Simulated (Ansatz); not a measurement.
Nb (bcc (W type), space group No. 229) at seven volumes, DFT-PBEsol in the program Ansatz with PAW potentials, scaled uniformly. One row is withheld.

```
V (Å³/atom)  P (GPa)
-----------  -------
15.910         20.43
16.435         12.58
16.959             ?
17.484          0.00
18.008         -5.04
18.533         -9.42
19.057        -13.22
```

Task: Fit the shown pressures and predict the withheld one.

Result: P = (3/2)B₀(x^(7/2) − x^(5/2))[1 + (3/4)(B′ − 4)(x − 1)] with x = (V₀/V)^(2/3). Least squares on the six rows gives V₀ = 17.484 Å³/atom, B₀ = 181 GPa, B′ = 3.82. At V = 16.959, x = 1.0205 and P = 5.85 GPa. The run itself gave 5.82 GPa.

Space group Im-3m (bcc (W type)). The cell was relaxed with PBEsol under the symmetry of its start. The run is not spin-polarised.

Potentials: the later of the program's two PAW sets.
